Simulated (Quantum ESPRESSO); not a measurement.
## ZnAl3SAs3 (a curve over strain)

Simulated, not a measurement. The program is pw.x of Quantum ESPRESSO 7.5 (plane-wave density functional theory). The cell is made up: 8 atoms on a zincblende/diamond lattice, with randomly drawn elements, strain and displacements, not relaxed. PseudoDojo standard norm-conserving files (v0.5 for PBE, v0.4.1 for LDA and PBEsol) set the functional; there is no spin polarisation, spin-orbit coupling or dispersion term, and the masses in the input are unused placeholders.

Seven runs add a strain to one cell (the same along x and y); the atoms follow the cell and are not relaxed. Stress in the table is positive in tension.

Input of the run at +0.0001:

```
&control calculation='scf', pseudo_dir='./dojo.nc.sr.pbe.v0_5.standard.upf', outdir='./o', disk_io='low', tprnfor=.true., tstress=.true. /
&system ibrav=0, nat=8, ntyp=4, nbnd=46, ecutwfc=84.00895049, nosym=.true., tot_charge=0,
 occupations='smearing', smearing='fd', degauss=0.0018374661
/
&electrons conv_thr=7.350e-09, electron_maxstep=60, /
ATOMIC_SPECIES
Al 1.0 Al.upf
As 1.0 As.upf
S 1.0 S.upf
Zn 1.0 Zn.upf
CELL_PARAMETERS angstrom
5.733 0.0541 0.0522
0.0541 5.6895 0.0343
0.0522 0.0343 5.637
ATOMIC_POSITIONS angstrom
Zn 0.0727 -0.0219 -0.0632
Al 0.007 2.7907 2.692
Al 2.9095 0.0803 2.8415
Al 2.9507 2.9173 -0.0079
S 1.549 1.5835 1.4221
As 1.5507 4.1827 4.288
As 4.3737 1.4159 4.3242
As 4.1826 4.4006 1.616
K_POINTS automatic
4 4 4 1 1 1
```

```
added strain  free energy less that of the input shown (eV)  stress xx (GPa)  stress yy (GPa)  stress zz (GPa)  stress xy (GPa)  pressure (GPa)  next band up at Gamma (eV)  iterations
     -0.0247                                         0.1161            -4.06            -4.32            -3.09             4.81            3.83                       0.830          11
     -0.0111                                         0.0242            -1.70            -1.98            -1.45             4.18            1.71                       0.772          11
     -0.0054                                         0.0063            -0.79            -1.07            -0.84             3.93            0.90                       0.741          11
     +0.0001                                         0.0000             0.04            -0.24            -0.28             3.71            0.16                       0.707          11
     +0.0134                                         0.0260             1.89             1.61             0.94             3.20           -1.48                       0.611          11
     +0.0211                                         0.0660             2.87             2.58             1.56             2.93           -2.34                       0.549          11
```

Question: one run is left out of the table, at -0.0173. Estimate its stress xx (GPa).

Answer: -2.74. The whole row:

```
added strain  free energy less that of the input shown (eV)  stress xx (GPa)  stress yy (GPa)  stress zz (GPa)  stress xy (GPa)  pressure (GPa)  next band up at Gamma (eV)  iterations
     -0.0173                                         0.0577            -2.74            -3.01            -2.17             4.46            2.64                       0.801          11
```

A cubic fit gives a slope of stress xx against the added strain of 148 GPa at zero added strain, with the atoms clamped. Across the table the free energy follows the integral of the stress to within 0.4 meV. A rerun of one of the cells at 1437 eV and a 6 x 6 x 6 mesh moved values by no more than 0.007 eV in energy, 0.02 GPa in stress and 0.003 eV/Å in force. The band column is the level of band 41 at Gamma less that of band 40, whose number is half the electron count, rounded up; it comes from a band step after each run.